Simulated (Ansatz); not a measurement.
Start of a relaxation of C3N2:

```
C N
1.0
     3.05492    1.76376    2.43378
    -3.05492    1.76376    2.43378
     0.00000   -3.52751    2.43378
C N
3 2
Direct
  0.00000 0.50000 0.00000
  0.00000 0.00000 0.50000
  0.50000 0.00000 0.00000
  0.81876 0.81876 0.81876
  0.18124 0.18124 0.18124
```

These are results of DFT PBE, scalar-relativistic, plane waves, PAW (Ansatz 0.2.0), not measurements. Cutoff 420 eV, Gaussian smearing, Γ-centred meshes. Cell and atoms relax first on a coarse mesh and then on a finer one. In between, the cell is made exact in the group found at 0.06 Å. In metals the finer mesh still leaves noise of several meV/atom or more. The steps can't lower the symmetry of their start. No spin polarisation in the relaxation; trial moments died out in a coarse test.

A guess keeps its type if space group and coordination stay and the shape of the cell changes little (axis ratios within about 15 %, angles within 6°); the volume may change.

**Question.** Will the relaxed cell still be of the starting type?

**Answer.** It doesn't keep its type. The symmetry stays R-3m (No. 166). The volume per atom shrinks by 35.2 %, from 15.7 to 10.2 Å³. The shortest distance goes from 1.77 Å (C–N) to 1.34 Å (C–N). The ratio c/a of the conventional cell changes by a factor of 1.47. Counting neighbours within 15 % of an atom's shortest distance, the start has C 2, N 3 and the end C 2, N 3. In detail, at the end C has 2 N at 1.34 Å; around N lie 3 C at 1.34 Å.

```cif
data_structure
_symmetry_space_group_name_H-M 'R-3m:H'
_symmetry_Int_Tables_number 166
_cell_length_a 4.6484
_cell_length_b 4.6484
_cell_length_c 8.1754
_cell_angle_alpha 90.000
_cell_angle_beta 90.000
_cell_angle_gamma 120.000
_cell_volume 152.98
loop_
_atom_site_label
_atom_site_type_symbol
_atom_site_symmetry_multiplicity
_atom_site_Wyckoff_symbol
_atom_site_fract_x
_atom_site_fract_y
_atom_site_fract_z
_atom_site_occupancy
C1 C 9 d 0.83333 0.16667 0.16667 1
N1 N 6 c 0.33333 0.66667 0.49735 1
```

The zero of energy is the elements' standard structures at the same level (N₂ as a molecule); no fitted shifts are applied.

**Question.** At what energy does it end?

**Answer.** +2.53 eV/atom. A positive value: parting into the elements would lower its energy.

The last run used a 12×12×12 mesh for its 5-atom cell and Gaussian smearing of 0.10 eV. No dispersion correction is applied, so the spacing and binding between layers, chains or molecules are poorly described. The reference form of C is held partly by dispersion forces, which this level lacks. Symmetry constrained the relaxation, so the result can be a saddle point. Another cell of C3N2 relaxed alike, in P-3m1, lies 1.38 eV/atom lower, so this cell isn't the stable form at this level.
